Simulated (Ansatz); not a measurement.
A distorted cell of Rh (fcc, Cu type):

```xyz
2
Lattice="0.0000 3.8301 3.8301 1.9150 0.0000 1.9150 1.9150 1.9150 0.0000" Properties=species:S:1:pos:R:3 pbc="T T T"
Rh     0.0192    -0.0192    -0.0192
Rh     1.8958     3.8493     1.9343
```

Calculation: PBE (plane waves to 420 eV, PAW, scalar-relativistic; Ansatz, a quantum-chemistry and plane-wave program). k mesh 21×21×21 (Γ-centred), Fermi-Dirac smearing 0.05 eV. Compression counts positive. With partly filled bands, energies and forces of such displacements shift with the k mesh and the smearing. Rh is run without spin polarisation. Rh was relaxed with its symmetry unable to fall.

Task: Predict the force on every atom, in eV/Å.

Result: 
| atom | Fx | Fy | Fz |
|---|---|---|---|
| Rh1 | -0.402 | 0.402 | 0.402 |
| Rh2 | 0.402 | -0.402 | -0.402 |

Task: Give the stress tensor in GPa and the pressure.

Result: 
```
    0.7     -0.2     -0.2
   -0.2      0.7      0.2
   -0.2      0.2      0.7
```
The pressure, a third of the trace, is 0.7 GPa.

(A displaced cell: forces are minus the slopes of the energy, force constants its curvatures, and phonons follow from these.)
